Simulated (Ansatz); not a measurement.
## Band table of SiC

```xyz
4
Lattice="3.0920 0.0000 0.0000 -1.5460 2.6777 0.0000 0.0000 0.0000 5.0743" Properties=species:S:1:pos:R:3 pbc="T T T"
Si    0.0000    1.7851    0.0004
Si    1.5460    0.8926    2.5376
C     0.0000    1.7851    1.9075
C     1.5460    0.8926    4.4447
```

Atom numbers follow the list: Si1, Si2, C3, C4.

The cell was built from the wurtzite type and relaxed in the same program, and has space group P6_3mc; it needn't be a known or the stable phase.

Computed with Ansatz 0.2.0, DFT, PBE, all-electron LAPW, scalar-relativistic.

Sampling and basis: a Γ-centred 13×13×7 k mesh, Fermi–Dirac smearing of 0.08 eV, basis error target 1 meV/atom, no spin polarisation.

Path points, in fractions of the reciprocal vectors: Γ (0.000, 0.000, 0.000), M (0.500, 0.000, 0.000), K (0.333, 0.333, 0.000), A (0.000, 0.000, 0.500), L (0.500, 0.000, 0.500), H (0.333, 0.333, 0.500). Levels in eV from the valence-band top; bands 11 to 20, counted from the lowest band of the run. The gap is 2.31 eV, indirect from Γ to K (0.333, 0.333, 0).

```
# k(1/Å) point b11 b12 b13 b14 b15 b16 b17 b18 b19 b20
0.000 Γ -15.45 -11.94 -8.61 -1.31 -1.31 -0.11 0.00 0.00 4.67 6.04
0.147 - -15.38 -11.88 -8.55 -1.71 -1.43 -0.27 -0.15 -0.04 4.94 6.07
0.293 - -15.18 -11.71 -8.37 -2.68 -1.74 -0.97 -0.30 -0.16 5.11 6.27
0.440 - -14.85 -11.44 -8.07 -3.87 -2.12 -1.91 -0.58 -0.36 4.60 6.65
0.587 - -14.40 -11.09 -7.71 -5.06 -2.96 -2.50 -1.01 -0.60 4.00 5.81
0.733 - -13.83 -10.71 -7.41 -5.99 -4.01 -2.83 -1.60 -0.84 3.48 5.08
0.880 - -13.18 -10.44 -7.59 -6.09 -5.00 -3.08 -2.28 -1.03 3.08 4.58
1.027 - -12.53 -10.52 -7.78 -5.92 -5.58 -3.24 -2.93 -1.15 2.84 4.30
1.173 M -12.18 -10.72 -7.73 -6.26 -5.38 -3.29 -3.24 -1.19 2.75 4.21
1.258 - -12.16 -10.71 -7.70 -6.24 -5.36 -3.43 -3.24 -1.30 2.94 4.15
1.343 - -12.10 -10.69 -7.64 -6.20 -5.32 -3.79 -3.25 -1.60 3.46 3.93
1.427 - -12.00 -10.67 -7.53 -6.15 -5.28 -4.25 -3.27 -2.03 3.60 4.22
1.512 - -11.86 -10.65 -7.38 -6.08 -5.34 -4.60 -3.32 -2.52 3.21 5.10
1.597 - -11.69 -10.65 -7.19 -6.02 -5.65 -4.64 -3.40 -3.00 2.85 6.05
1.681 - -11.49 -10.70 -6.97 -6.03 -6.00 -4.49 -3.54 -3.41 2.55 6.99
1.766 - -11.26 -10.81 -6.73 -6.30 -6.07 -4.26 -3.74 -3.69 2.37 7.79
1.851 K -11.02 -11.02 -6.64 -6.25 -6.25 -3.99 -3.99 -3.78 2.31 8.11
2.020 - -11.67 -10.54 -6.80 -6.50 -5.57 -4.65 -3.50 -3.36 2.54 7.55
2.189 - -12.49 -10.27 -7.15 -5.95 -5.35 -4.72 -2.90 -2.64 3.17 6.79
2.359 - -13.32 -10.43 -7.17 -5.72 -5.11 -3.78 -2.17 -1.91 4.06 6.16
2.528 - -14.06 -10.84 -7.46 -5.23 -4.10 -2.82 -1.43 -1.24 5.03 5.75
2.697 - -14.65 -11.28 -7.91 -4.17 -3.03 -1.90 -0.79 -0.72 5.64 5.65
2.867 - -15.09 -11.64 -8.29 -2.94 -2.07 -1.07 -0.36 -0.32 5.54 5.81
3.036 - -15.36 -11.86 -8.53 -1.82 -1.49 -0.34 -0.16 -0.06 5.03 6.06
3.205 Γ -15.45 -11.94 -8.61 -1.31 -1.31 -0.11 0.00 0.00 4.67 6.04
3.283 - -15.43 -12.03 -8.49 -1.30 -1.30 -0.22 -0.01 -0.01 4.69 6.12
3.360 - -15.37 -12.26 -8.16 -1.27 -1.27 -0.54 -0.06 -0.06 4.74 6.36
3.437 - -15.28 -12.58 -7.69 -1.21 -1.21 -1.02 -0.13 -0.13 4.83 6.64
3.515 - -15.15 -12.93 -7.13 -1.61 -1.14 -1.14 -0.22 -0.22 4.95 6.70
3.592 - -14.98 -13.29 -6.50 -2.26 -1.05 -1.05 -0.33 -0.33 5.10 6.60
3.670 - -14.77 -13.64 -5.83 -2.96 -0.95 -0.95 -0.45 -0.45 5.29 6.31
3.747 - -14.54 -13.97 -5.13 -3.68 -0.83 -0.83 -0.58 -0.58 5.51 6.03
3.824 A -14.27 -14.27 -4.41 -4.41 -0.71 -0.71 -0.71 -0.71 5.76 5.76
3.971 - -14.20 -14.20 -4.39 -4.39 -1.02 -1.02 -0.80 -0.80 5.93 5.93
4.118 - -14.01 -14.01 -4.35 -4.35 -1.78 -1.78 -1.04 -1.04 5.74 5.74
4.264 - -13.69 -13.69 -4.45 -4.45 -2.58 -2.58 -1.36 -1.36 5.08 5.08
4.411 - -13.25 -13.25 -5.03 -5.03 -2.92 -2.92 -1.70 -1.70 4.44 4.44
4.558 - -12.72 -12.72 -6.01 -6.01 -2.82 -2.82 -2.00 -2.00 3.92 3.92
4.704 - -12.13 -12.13 -7.02 -7.02 -2.59 -2.59 -2.23 -2.23 3.55 3.55
4.851 - -11.58 -11.58 -7.84 -7.84 -2.39 -2.39 -2.37 -2.37 3.33 3.33
4.998 L -11.32 -11.32 -8.19 -8.19 -2.42 -2.42 -2.31 -2.31 3.25 3.25
5.082 - -11.31 -11.31 -8.18 -8.18 -2.68 -2.68 -2.17 -2.17 3.36 3.36
5.167 - -11.26 -11.26 -8.13 -8.13 -3.12 -3.12 -2.06 -2.06 3.62 3.62
5.252 - -11.18 -11.18 -8.05 -8.05 -3.64 -3.64 -1.98 -1.98 3.94 3.94
5.336 - -11.09 -11.09 -7.96 -7.96 -4.20 -4.20 -1.91 -1.91 4.23 4.23
5.421 - -10.97 -10.97 -7.85 -7.85 -4.73 -4.73 -1.84 -1.84 4.50 4.50
5.506 - -10.86 -10.86 -7.76 -7.76 -5.17 -5.17 -1.78 -1.78 4.73 4.73
5.590 - -10.77 -10.77 -7.71 -7.71 -5.46 -5.46 -1.74 -1.74 4.92 4.92
5.675 H -10.73 -10.73 -7.70 -7.70 -5.56 -5.56 -1.73 -1.73 4.99 4.99
5.844 - -10.94 -10.94 -7.60 -7.60 -5.25 -5.25 -1.80 -1.80 4.84 4.84
6.014 - -11.52 -11.52 -7.10 -7.10 -4.56 -4.56 -2.04 -2.04 4.78 4.78
6.183 - -12.25 -12.25 -6.28 -6.28 -3.72 -3.72 -2.35 -2.35 4.91 4.91
6.352 - -12.93 -12.93 -5.34 -5.34 -2.97 -2.97 -2.47 -2.47 5.12 5.12
6.522 - -13.50 -13.50 -4.58 -4.58 -2.70 -2.70 -1.85 -1.85 5.41 5.41
6.691 - -13.92 -13.92 -4.35 -4.35 -1.99 -1.99 -1.22 -1.22 5.83 5.83
6.860 - -14.18 -14.18 -4.38 -4.38 -1.11 -1.11 -0.84 -0.84 5.97 5.97
7.030 A -14.27 -14.27 -4.41 -4.41 -0.71 -0.71 -0.71 -0.71 5.76 5.76
```
